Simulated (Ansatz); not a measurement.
Relaxing Zn (hcp)

**The experiment.** The Crystallography Open Database holds a cell as deposited of hexagonal Zn (space group P6_3/mmc), temperature not stated (1963): a, c = 2.665, 4.947 Å, 15.21 Å³/atom.

The computed numbers are results of r²SCAN, scalar-relativistic (no spin polarisation) in the plane-wave PAW code Ansatz at 500 eV, Γ-centred 18×18×10 mesh, 0.05 eV Gaussian smearing; PAW files: Ansatz's generated set soft_2.

The first cell, 1 % under the database's volume:

```yaml
crystal:
  lattice:
    - [2.66000, 0.00000, 0.00000]
    - [-1.33000, 2.30363, 0.00000]
    - [0.00000, 0.00000, 4.93696]
  atoms:
    - { symbol: Zn, position: [0.33333, 0.66667, 0.75000] }
    - { symbol: Zn, position: [0.66667, 0.33333, 0.25000] }
```

The first steps of the search for zero pressure:

```csv
run,level,k-mesh,kind,V (Å³/atom),P (GPa),gap on the mesh (eV)
1,"PBE, 420 eV",8×8×4,cell and atoms relaxed,14.81,0.2,metal
2,r²SCAN,18×18×10,"shape and atoms relaxed, volume fixed",14.81,-1.3,metal
```

At which volume does r²SCAN reach zero pressure?

About 14.6 Å³/atom, about 4 % under the start.

The steps that followed:

```csv
run,level,k-mesh,kind,V (Å³/atom),P (GPa),E − E(final) (meV/atom),gap on the mesh (eV)
3,r²SCAN,18×18×10,"shape and atoms relaxed, volume fixed",14.68,-0.6,0.2,metal
4,r²SCAN,18×18×10,"shape and atoms relaxed, volume fixed",14.57,-0.1,0.0,metal
```

Cell and atoms are those of this level's equilibrium.

The final structure (symmetry read at 0.01 Å). Symmetry: P6_3/mmc, No. 194, hexagonal system. Conventional cell: a = 2.596 Å, b = 2.596 Å, c = 4.995 Å, α = 90.00°, β = 90.00°, γ = 120.00°. Zn (site symmetry -6m2) is surrounded by 12 Zn at 2.60 to 2.91 Å. (Neighbours are counted to 15 % beyond the shortest distance.)

- At the final geometry the gap, band path included, is zero (metallic).
- The runs in the table took roughly 7 core-minutes.

**Comparison.** The computed cell (2.596, 4.995 Å, 14.57 Å³/atom) differs from the database's by −4.2 % in volume, about −1.4 % in length. The axes miss by −2.6 %, +1.0 %, so errors cancel in the volume. The static lattice lacks zero-point motion and thermal expansion; that covers some of the miss, perhaps all. The database's entry may also be off.
